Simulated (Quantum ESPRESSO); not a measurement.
## Calculated data, Al3ZnAs3S (made-up cell)

Calculation on a made-up crystal cell, not a measurement: periodic Kohn-Sham density functional theory in plane waves with PseudoDojo standard norm-conserving scalar-relativistic pseudopotentials, each functional with its own files (v0.5 for PBE, v0.4.1 for LDA and PBEsol), no spin polarisation, no spin-orbit coupling, atoms not relaxed, stress positive in tension, energies less a fixed whole-eV offset for each atom's element; levels are Kohn-Sham levels at fractions of this cell's reciprocal vectors, counted from the reference band (half the neutral cell's valence electrons, rounded up) at Gamma; error bars cover cutoff and k-mesh only, not smearing or the files; each bar is the largest change over components, and at least 0.002 eV, 0.002 eV per angstrom or 0.02 GPa; added strain carries the atoms with the cell, and shear is the tensor component; energies are for the whole cell, and the offsets were chosen from early runs and are not element reference energies. Program: Quantum ESPRESSO 7.5.

Common to all runs: lattice type zincblende/diamond; functional pbe; cutoff 1143 eV; fermi dirac smearing 0.025 eV; scf tolerance 1e-07 eV; electrons removed 0; added strain kind biaxial xx and yy; k mesh 4 x 4 x 4, shifted by half a step.

(1) Al3ZnAs3S (made-up cell)

Unstrained structure:
```
CELL_PARAMETERS angstrom
5.73240 0.05410 0.05220
0.05410 5.68890 0.03430
0.05220 0.03430 5.63700
ATOMIC_POSITIONS crystal
Zn 0.01282 0.99610 0.98869
Al 0.99230 0.48771 0.47466
Al 0.50289 0.00632 0.49938
Al 0.50998 0.50798 0.99079
S 0.26534 0.27429 0.24815
As 0.25674 0.72818 0.75388
As 0.75376 0.23713 0.75869
As 0.71985 0.76497 0.27536
```

```
added strain             : -0.0054
structure shown          : before the added strain of -0.0054
free energy less offsets : 2.838 eV
scf iterations           : 11
smearing term minus ts   : 0 eV
pressure                 : 0.9004 GPa
stress xx                : -0.7923 GPa
stress yy                : -1.072 GPa
stress zz                : -0.8364 GPa
stress yz                : -0.6779 GPa
stress xz                : 1.301 GPa
stress xy                : 3.932 GPa
reference band           : 40
error bar energy         : 0.006353 eV
error bar stress         : 0.02 GPa
error bar force          : 0.00258 eV/Å
error bar next band up   : 0.002 eV
error bars from          : tighter rerun of a related cell
```

Atoms:
| atoms element | atom site | atom energy offset (eV) |
| --- | --- | --- |
| Zn | 1 | -5687 |
| Al | 2 | -64 |
| Al | 3 | -64 |
| Al | 4 | -64 |
| S | 5 | -302 |
| As | 6 | -2887 |
| As | 7 | -2887 |
| As | 8 | -2887 |

Forces:
| site | x (eV/Å) | y (eV/Å) | z (eV/Å) |
| --- | --- | --- | --- |
| 1 | -0.2314 | -0.6047 | 0.5411 |
| 2 | -0.04488 | 0.6127 | 1.192 |
| 3 | -1.518 | 1.008 | 1.771 |
| 4 | 0.6083 | -0.01865 | 0.7741 |
| 5 | -0.1045 | -0.7582 | -0.06884 |
| 6 | -0.991 | 0.8583 | -1.19 |
| 7 | 0.164 | 0.3657 | -0.6359 |
| 8 | 2.118 | -1.463 | -2.384 |

Levels:
| level k point | next band up (eV) |
| --- | --- |
| Gamma | 0.7411 |
| (1/2,1/2,1/2) | 0.9754 |
| (0.15,0,0) | 1.085 |
| (0,0.15,0) | 1.096 |
| (0,0,0.15) | 1.097 |

(2) Al3ZnAs3S (made-up cell)

Structure as in entry 1.

```
added strain             : 0.0001
structure shown          : before the added strain of 0.0001
free energy less offsets : 2.832 eV
scf iterations           : 11
smearing term minus ts   : 0 eV
pressure                 : 0.1581 GPa
stress xx                : 0.04291 GPa
stress yy                : -0.2409 GPa
stress zz                : -0.2764 GPa
stress yz                : -0.6342 GPa
stress xz                : 1.246 GPa
stress xy                : 3.706 GPa
reference band           : 40
error bar energy         : 0.006353 eV
error bar stress         : 0.02 GPa
error bar force          : 0.00258 eV/Å
error bar next band up   : 0.002 eV
error bars from          : tighter rerun of a related cell
```

Atoms:
| atoms element | atom site | atom energy offset (eV) |
| --- | --- | --- |
| Zn | 1 | -5687 |
| Al | 2 | -64 |
| Al | 3 | -64 |
| Al | 4 | -64 |
| S | 5 | -302 |
| As | 6 | -2887 |
| As | 7 | -2887 |
| As | 8 | -2887 |

Forces:
| site | x (eV/Å) | y (eV/Å) | z (eV/Å) |
| --- | --- | --- | --- |
| 1 | -0.241 | -0.6062 | 0.4999 |
| 2 | -0.04658 | 0.6076 | 1.167 |
| 3 | -1.464 | 0.9552 | 1.723 |
| 4 | 0.5851 | -0.01459 | 0.7504 |
| 5 | -0.102 | -0.7264 | -0.05418 |
| 6 | -0.965 | 0.8563 | -1.148 |
| 7 | 0.158 | 0.3674 | -0.6203 |
| 8 | 2.075 | -1.439 | -2.317 |

Levels:
| level k point | next band up (eV) |
| --- | --- |
| Gamma | 0.7072 |
| (1/2,1/2,1/2) | 0.9385 |
| (0.15,0,0) | 1.061 |
| (0,0.15,0) | 1.08 |
| (0,0,0.15) | 1.08 |

(3) Al3ZnAs3S (made-up cell)

Structure as in entry 1.

```
added strain             : 0.0134
structure shown          : before the added strain of 0.0134
free energy less offsets : 2.858 eV
scf iterations           : 11
smearing term minus ts   : 0 eV
pressure                 : -1.48 GPa
stress xx                : 1.894 GPa
stress yy                : 1.605 GPa
stress zz                : 0.9393 GPa
stress yz                : -0.5361 GPa
stress xz                : 1.123 GPa
stress xy                : 3.2 GPa
reference band           : 40
error bar energy         : 0.006353 eV
error bar stress         : 0.02 GPa
error bar force          : 0.00258 eV/Å
error bar next band up   : 0.002 eV
error bars from          : tighter rerun of a related cell
```

Atoms:
| atoms element | atom site | atom energy offset (eV) |
| --- | --- | --- |
| Zn | 1 | -5687 |
| Al | 2 | -64 |
| Al | 3 | -64 |
| Al | 4 | -64 |
| S | 5 | -302 |
| As | 6 | -2887 |
| As | 7 | -2887 |
| As | 8 | -2887 |

Forces:
| site | x (eV/Å) | y (eV/Å) | z (eV/Å) |
| --- | --- | --- | --- |
| 1 | -0.2619 | -0.6082 | 0.4088 |
| 2 | -0.04962 | 0.596 | 1.109 |
| 3 | -1.337 | 0.8345 | 1.611 |
| 4 | 0.5292 | -0.00185 | 0.6976 |
| 5 | -0.093 | -0.6522 | -0.02317 |
| 6 | -0.9011 | 0.8481 | -1.052 |
| 7 | 0.1418 | 0.3685 | -0.5852 |
| 8 | 1.972 | -1.385 | -2.165 |

Levels:
| level k point | next band up (eV) |
| --- | --- |
| Gamma | 0.6115 |
| (1/2,1/2,1/2) | 0.8492 |
| (0.15,0,0) | 0.9965 |
| (0,0.15,0) | 1.031 |
| (0,0,0.15) | 1.03 |

(4) Al3ZnAs3S (made-up cell)

Structure as in entry 1.

```
added strain             : 0.0211
structure shown          : before the added strain of 0.0211
free energy less offsets : 2.898 eV
scf iterations           : 11
smearing term minus ts   : 0 eV
pressure                 : -2.336 GPa
stress xx                : 2.867 GPa
stress yy                : 2.577 GPa
stress zz                : 1.563 GPa
stress yz                : -0.4841 GPa
stress xz                : 1.056 GPa
stress xy                : 2.93 GPa
reference band           : 40
error bar energy         : 0.006353 eV
error bar stress         : 0.02 GPa
error bar force          : 0.00258 eV/Å
error bar next band up   : 0.002 eV
error bars from          : tighter rerun of this cell
```

Atoms:
| atoms element | atom site | atom energy offset (eV) |
| --- | --- | --- |
| Zn | 1 | -5687 |
| Al | 2 | -64 |
| Al | 3 | -64 |
| Al | 4 | -64 |
| S | 5 | -302 |
| As | 6 | -2887 |
| As | 7 | -2887 |
| As | 8 | -2887 |

Forces:
| site | x (eV/Å) | y (eV/Å) | z (eV/Å) |
| --- | --- | --- | --- |
| 1 | -0.2733 | -0.6078 | 0.361 |
| 2 | -0.05004 | 0.5873 | 1.078 |
| 3 | -1.266 | 0.7677 | 1.549 |
| 4 | 0.4964 | 0.006442 | 0.6692 |
| 5 | -0.08724 | -0.6114 | -0.007333 |
| 6 | -0.8643 | 0.8412 | -0.9996 |
| 7 | 0.1332 | 0.3685 | -0.5669 |
| 8 | 1.912 | -1.352 | -2.083 |

Levels:
| level k point | next band up (eV) |
| --- | --- |
| Gamma | 0.5489 |
| (1/2,1/2,1/2) | 0.7979 |
| (0.15,0,0) | 0.9546 |
| (0,0.15,0) | 0.9962 |
| (0,0,0.15) | 0.9972 |
